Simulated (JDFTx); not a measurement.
An input for JDFTx (a modified build) (Ta(110), CANDLE, water, 1 M NaF; bohr, hartree) and the course of its log:

```
lattice \
  6.2547289109 3.1273644554 0.0000000000 \
  0.0000000000 4.4227612259 0.0000000000 \
  0.0000000000 0.0000000000 43.4637008664
coords-type Lattice
ion Ta 0.5000000000 0.0000000000 -0.1526363770 0
ion Ta 0.0000000000 0.0000000000 -0.0508787920 0
ion Ta 0.5000000000 0.0000000000 0.0508787920 0
ion Ta 0.0000000000 0.0000000000 0.1526363770 0
ion-species pseudo/ta_pbe_v1.upf
elec-cutoff 20 100
elec-ex-corr gga-PBE
coulomb-interaction Slab 001
coulomb-truncation-embed 0 0 0
kpoint-folding 10 10 1
elec-smearing Fermi 0.01
elec-n-bands 37
electronic-scf nIterations 100 energyDiffThreshold 1e-10
fluid LinearPCM
pcm-variant CANDLE
fluid-solvent H2O
fluid-cation Na+ 1
fluid-anion F- 1
fluid-minimize nIterations 400 knormThreshold 1e-11
wavefunction read vac.wfns
elec-initial-eigenvals vac.eigenvals
dump-name f0.$VAR
dump End State Ecomponents EigStats BandEigs Forces ElecDensity IonicPositions Fillings Kpoints Dtot FluidDebug BoundCharge FluidDensity
```

```
[one cycle in 5 is shown, and the last three; fluid-solver lines are left out]
	FillingsUpdate:  mu: -0.162303119  nElectrons: 52.000000
SCF: Cycle:  0   F: -234.693197812944732   dF: +7.907e-05   |Residual|: 1.564e-03   |deigs|: 1.616e-05
	FillingsUpdate:  mu: -0.158306112  nElectrons: 52.000000
SCF: Cycle:  5   F: -234.693319403857458   dF: -7.871e-07   |Residual|: 1.813e-04   |deigs|: 5.428e-04
	FillingsUpdate:  mu: -0.158052469  nElectrons: 52.000000
SCF: Cycle: 10   F: -234.693319998326075   dF: -9.543e-07   |Residual|: 1.020e-04   |deigs|: 4.684e-05
	FillingsUpdate:  mu: -0.158020034  nElectrons: 52.000000
SCF: Cycle: 15   F: -234.693320174748891   dF: +7.455e-08   |Residual|: 3.575e-05   |deigs|: 2.247e-05
	FillingsUpdate:  mu: -0.158072056  nElectrons: 52.000000
SCF: Cycle: 20   F: -234.693320185332965   dF: +5.993e-08   |Residual|: 3.181e-05   |deigs|: 3.870e-05
	FillingsUpdate:  mu: -0.158051212  nElectrons: 52.000000
SCF: Cycle: 25   F: -234.693320241949635   dF: -5.384e-08   |Residual|: 1.555e-05   |deigs|: 2.166e-05
	FillingsUpdate:  mu: -0.158016666  nElectrons: 52.000000
SCF: Cycle: 30   F: -234.693320221673474   dF: +1.620e-08   |Residual|: 2.073e-05   |deigs|: 3.454e-05
	FillingsUpdate:  mu: -0.158045345  nElectrons: 52.000000
SCF: Cycle: 35   F: -234.693320231033937   dF: +2.097e-08   |Residual|: 2.093e-05   |deigs|: 3.077e-06
	FillingsUpdate:  mu: -0.158025996  nElectrons: 52.000000
SCF: Cycle: 40   F: -234.693320243768710   dF: -1.493e-08   |Residual|: 1.173e-05   |deigs|: 1.919e-05
	FillingsUpdate:  mu: -0.158048377  nElectrons: 52.000000
SCF: Cycle: 45   F: -234.693320245808138   dF: -7.346e-08   |Residual|: 1.358e-05   |deigs|: 4.771e-05
	FillingsUpdate:  mu: -0.158045189  nElectrons: 52.000000
SCF: Cycle: 50   F: -234.693320252832706   dF: -4.472e-08   |Residual|: 5.534e-06   |deigs|: 1.276e-05
	FillingsUpdate:  mu: -0.158059614  nElectrons: 52.000000
SCF: Cycle: 55   F: -234.693320212819884   dF: -1.004e-08   |Residual|: 2.804e-05   |deigs|: 2.943e-05
	FillingsUpdate:  mu: -0.158012803  nElectrons: 52.000000
SCF: Cycle: 60   F: -234.693320217199926   dF: +1.471e-08   |Residual|: 2.257e-05   |deigs|: 3.953e-05
	FillingsUpdate:  mu: -0.158048209  nElectrons: 52.000000
SCF: Cycle: 65   F: -234.693320232676825   dF: -3.124e-08   |Residual|: 2.178e-05   |deigs|: 4.192e-05
	FillingsUpdate:  mu: -0.158046566  nElectrons: 52.000000
SCF: Cycle: 70   F: -234.693320251830158   dF: -6.300e-08   |Residual|: 5.801e-06   |deigs|: 1.101e-05
	FillingsUpdate:  mu: -0.158023960  nElectrons: 52.000000
SCF: Cycle: 75   F: -234.693320223064774   dF: +2.168e-08   |Residual|: 2.089e-05   |deigs|: 2.296e-05
	FillingsUpdate:  mu: -0.158033418  nElectrons: 52.000000
SCF: Cycle: 80   F: -234.693320210835878   dF: +4.119e-08   |Residual|: 2.838e-05   |deigs|: 1.459e-05
	FillingsUpdate:  mu: -0.158048484  nElectrons: 52.000000
SCF: Cycle: 85   F: -234.693320245366806   dF: -8.052e-08   |Residual|: 1.389e-05   |deigs|: 4.803e-05
	FillingsUpdate:  mu: -0.158024373  nElectrons: 52.000000
SCF: Cycle: 90   F: -234.693320218064599   dF: +2.707e-08   |Residual|: 2.227e-05   |deigs|: 2.573e-05
	FillingsUpdate:  mu: -0.158048197  nElectrons: 52.000000
SCF: Cycle: 95   F: -234.693320229097907   dF: +2.138e-08   |Residual|: 2.046e-05   |deigs|: 1.156e-05
	FillingsUpdate:  mu: -0.158049632  nElectrons: 52.000000
SCF: Cycle: 97   F: -234.693320237945926   dF: -4.519e-08   |Residual|: 1.859e-05   |deigs|: 5.405e-05
	FillingsUpdate:  mu: -0.158010362  nElectrons: 52.000000
SCF: Cycle: 98   F: -234.693320209170679   dF: +2.878e-08   |Residual|: 2.442e-05   |deigs|: 4.166e-05
	FillingsUpdate:  mu: -0.158049686  nElectrons: 52.000000
SCF: Cycle: 99   F: -234.693320228718761   dF: -1.955e-08   |Residual|: 2.364e-05   |deigs|: 4.171e-05
SCF: None of the convergence criteria satisfied after 100 iterations.
IonicMinimize: Iter:   0  F: -234.693320228718761  |grad|_K:  0.000e+00
IonicMinimize: Converged (|grad|_K<1.000000e-04).
```

This run gave no converged result. The loop ran out of cycles short of its threshold. It has stalled and not diverged: the last ten energies span 6e-08 Ha, so the total is near its end, but levels, forces and charges aren't shown converged.
